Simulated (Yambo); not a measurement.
Convergence of the G0W0 gap of TlAlF₄

G0W0@PBEsol for TlAlF₄ (space group P4/mmm, No. 123) in Yambo. Reference settings: 4×4×2 Γ-centred k mesh, 160 bands and a 8 Ry block in the screening, 160 bands in G with the Bruneval-Gonze terminator, plasmon pole fitted at 27.2 eV. The PBEsol gap R → X on this mesh is 4.18 eV; G0W0 gaps are taken between the same points.

```
change from the reference      G0W0 gap R → X (eV)  shift of the valence edge (eV)
-----------------------------  -------------------  ------------------------------
reference settings                            6.94                           -1.96
63 bands in W, 63 bands in G                  6.98                           -1.77
7 Ry block                                    6.93                           -1.96
104 bands in G, no terminator                 6.81                           -1.67
```

The reference isn't shown to be the converged limit.

Spin-orbit coupling is left out; with 6p states at a band edge it can lower the gap by many tenths of an eV, most of a small gap.

The standard potential for Tl keeps a d shell in the valence without the s and p states of that shell. In tests on such compounds this moved G0W0 gaps by up to about 0.9 eV, so absolute quasiparticle energies here are unreliable; differences between settings are what counts.

Geometry relaxed with PBE+D3(BJ); primitive cell a = b = 3.7011 Å, c = 6.4333 Å, α = β = γ = 90.00°.

A shift is the quasiparticle energy of the state minus its PBEsol energy.
